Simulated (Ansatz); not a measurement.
Suppose RbNa3Te2 takes space group I4/mmm (No. 139), with Rb on 2b; Na on 4c and 2a; Te on 4e.

Theory: DFT PBE, scalar-relativistic, plane waves, PAW in Ansatz. Cutoff 420 eV, Γ-centred mesh, Gaussian smearing, no spin polarisation.

Energies over the elements count from the elements' standard structures at the same level, with no fitted energy shifts.

Question: Which cell and coordinates does it relax to?

Answer:

Space group I4/mmm (No. 139). a = 7.273 Å, b = 7.273 Å, c = 11.947 Å, α = 90.00°, β = 90.00°, γ = 90.00°
| atom | site | symmetry | x | y | z |
| --- | --- | --- | --- | --- | --- |
| Rb | 2b | 4/mmm | 0.5000 | 0.5000 | 0.0000 |
| Na | 4c | mmm. | 0.0000 | 0.5000 | 0.0000 |
| Na | 2a | 4/mmm | 0.0000 | 0.0000 | 0.0000 |
| Te | 4e | 4mm | 0.0000 | 0.0000 | 0.2242 |

Rb is surrounded by 2 Te at 3.30 Å and 4 Na at 3.64 Å; around Na on a site of symmetry mmm lie 2 Na at 3.64 Å and 2 Rb at 3.64 Å; around Na on a site of symmetry 4/mmm lie 2 Te at 2.68 Å and 4 Na at 3.64 Å; around Te lie 1 Na at 2.68 Å and 1 Rb at 3.30 Å. Another local minimum with the same sites may exist.

Question: And its energy and gap?

Answer: The energy over the elements is −0.03 eV/atom and the gap on the 8×8×8 mesh of the 6-atom cell is 0 eV (the bands overlap slightly). The formation energy is too near zero to say whether this cell lies below the elements.

The last run used Gaussian smearing of 0.10 eV. Spin–orbit coupling, which can matter for Te, is left out. The zero gap may come from the functional, which often closes small gaps, or the cell may be a true semimetal. The reference form of Te is held partly by dispersion forces, which this level lacks. A structure relaxed within its symmetry needn't be a true minimum. Another cell of RbNa3Te2 relaxed alike, in P-3m1, lies 0.91 eV/atom lower, so this cell isn't the stable form at this level.
